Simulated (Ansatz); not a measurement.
# ZrRh$_{3}$: how the energy converges with the cutoff

ZrRh$_{3}$, Pm-3m, a = 3.920 Å. The structure is a COD entry; whether it is the stable form wasn't checked. Ansatz: PBEsol, PAW, cutoff varied, Γ-centred 12×12×12 mesh on 4 atoms, Gaussian smearing 0.10 eV; no spin polarisation. Single points at one geometry, the cutoff alone changed; ΔE is the energy at zero smearing over the run at 500 eV. The runs up to 350 eV lie under the cutoff recommended for these PAW datasets.

```
cutoff (eV)  ΔE (meV/atom)
        250              ?
        300         132.05
        350          12.37
        420           1.40
```

Task: Assume ΔE falls exponentially with the cutoff, fit y = ln ΔE against x, the cutoff in eV, to the other rows, and predict the missing value.

Result: y = 4.883, 2.515, 0.336. Means x = 356.7, y = 2.5780; Σ(Δx)² = 7267, ΣΔxΔy = -272.2; the slope is their ratio. y = 15.94 − 0.03746 x, a factor of ten per 61 eV. At 250 eV this gives ΔE = 716.95 meV/atom. The run gave 1194.58, a ratio of 0.60. Between neighbouring rows the decay runs from a factor of ten per 49 eV to one per 74 eV, so one exponential is only a rough guide.